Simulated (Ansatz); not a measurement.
CdWO$_{4}$:
```
CdWO4
1.0
    5.03552     0.00000     0.00000
    0.00000     5.89611     0.00000
   -0.10809     0.00000     5.06783
Cd W O
2 2 8
Direct
  0.50000   0.69259   0.75000
  0.50000   0.30741   0.25000
  0.00000   0.17818   0.75000
  0.00000   0.82182   0.25000
  0.79844   0.09592   0.05017
  0.20156   0.90408   0.94983
  0.20156   0.09592   0.44983
  0.79844   0.90408   0.55017
  0.75824   0.36957   0.61507
  0.24176   0.63043   0.38493
  0.24176   0.36957   0.88493
  0.75824   0.63043   0.11507
```

Relaxed with r²SCAN.

Q: Give the Bader charges and basin volumes of the independent atoms, r²SCAN in the plane-wave PAW code Ansatz.

A: 

```
atom  Bader charge (e)  Bader volume (Å³)
----  ----------------  -----------------
Cd1              +1.44               13.9
W3               +3.11                9.0
O5               -1.19               12.8
O9               -1.08               13.4
```

Space group P2/c. The first step of the workflow began from a Materials Project structure, measured or hypothetical; the Crystallography Open Database files this formula in space group No. 13, but the cells were not matched. Whether it is the stable phase at ambient conditions was not checked. The cell was relaxed with r²SCAN under the symmetry of its start; its stability against distortions is not shown here. No spin polarisation was allowed. No Hubbard U is applied. Spin–orbit coupling is left out wherever it is not named.

Potentials: the later of the program's two PAW sets.
